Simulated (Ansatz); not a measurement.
TiO2 (anatase, I4_1/amd) at seven volumes, the program Ansatz at the LDA level (PAW), shape and atoms relaxed at each. One row is withheld.

```tsv
V (Å³/atom)	P (GPa)
10.032	19.48
10.363	12.46
10.694	5.98
11.025	0.00
11.355	-5.50
11.686	-10.43
12.017	?
```

**Question.** Fit the shown pressures and predict the withheld one.

**Answer.** Third-order Birch–Murnaghan: P = (3/2)B₀(x^(7/2) − x^(5/2))[1 + (3/4)(B′ − 4)(x − 1)] with x = (V₀/V)^(2/3). Least squares on the six rows gives V₀ = 11.025 Å³/atom, B₀ = 190.3 GPa, B′ = 1.91. At V = 12.017, x = 0.9442 and P = -15.01 GPa. The run itself gave -14.81 GPa.

The cell was relaxed with LDA under the symmetry of its start. No spin polarisation was allowed.

Potentials: the earlier of the program's two PAW sets. The files were generated under PBE; for other functionals the program regenerates the frozen cores, and for LDA and PBEsol the local potential too.
